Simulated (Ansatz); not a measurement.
The numbers come from plane-wave PAW DFT (Ansatz): r2SCAN, no spin polarisation, 500 eV, 6×6×10 Γ-centred k points, fermi-dirac occupations (width 0.1 eV). Nothing was relaxed.

Computed maps in the lattice plane spanned by b (left to right, 7.29 Å, 22 points from zero) and c (bottom to top, 3.50 Å, 11 points from zero), 90° apart, at height 0.000 along a. The fields are smooth PAW ones with compensation charges, not the true ones near nuclei.

Valence density. Digits on a logarithmic scale: 0 up to 0.03 e/Å³, each further digit a factor of 1.6, 9 from 1.3 e/Å³ up:
```
5568999985444444344555
6667999875556665444556
9976777655679997544579
9997655445799999655699
9997544345899999755799
9997544345899999755799
9997655445799999655699
9976777655679997544579
6667999875556665444556
5568999985444444344555
5569999986444443344555
```

Q: The cell is TlIrPd. Which atoms lie within 0.2 Å of this plane, and where (fractions of b and c)?

A: Tl at (0.24, 0.00), Ir at (0.58, 0.50), Pd at (0.00, 0.50). The whole cell:
```
Tl Ir Pd
1.0
     7.29198    0.00000    0.00000
    -3.64599    6.31504    0.00000
     0.00000    0.00000    3.49584
Tl Ir Pd
3 3 3
Direct
  0.24500 0.00000 0.00000
  0.75500 0.75500 0.00000
  0.00000 0.24500 0.00000
  0.58500 0.00000 0.50000
  0.41500 0.41500 0.50000
  0.00000 0.58500 0.50000
  0.33330 0.66670 0.00000
  0.66670 0.33330 0.00000
  0.00000 0.00000 0.50000
```

Origin: a known structure type with other elements, at an estimated volume, so it need not be a known compound. Caveats: atoms or cell far from equilibrium.
